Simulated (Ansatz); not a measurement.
Bulk Cu2WSe4, relaxed with r²SCAN+D4 (plane waves, PAW; program Ansatz):

```xyz
7
Lattice="-2.7636 2.7636 5.4401 2.7636 -2.7636 5.4401 2.7636 2.7636 -5.4401" Properties=species:S:1:pos:R:3 pbc="T T T"
Cu     2.7636     0.0000     0.0000
Cu     0.0000     2.7636     0.0000
W      0.0000     0.0000     0.0000
Se    -1.4211     1.4211     6.8473
Se     1.4211     1.4211     4.0329
Se     1.4211    -1.4211     6.8473
Se     1.3424     1.3424    -1.4072
```

### Question
One layer is taken out and relaxed. What does that cost?

### Answer
81 meV/atom, or 19 meV/Å² of layer.

### Question
What lattice and gap has the free layer?

### Answer
a = 5.529 Å; gap 1.45 eV, indirect.

Space group P-42m. The layer was cut from a bulk entry of the Materials Project (measured or hypothetical); whether that bulk phase is the ambient one, and whether the layer has been isolated, was not checked. The cell was relaxed with r²SCAN+D4 under the symmetry of its start; whether a distortion lowers the energy is not shown. The workflow began spin-polarised and lost its moments. Spin–orbit coupling is left out wherever it is not named.

Potentials: the later of the program's two PAW sets.
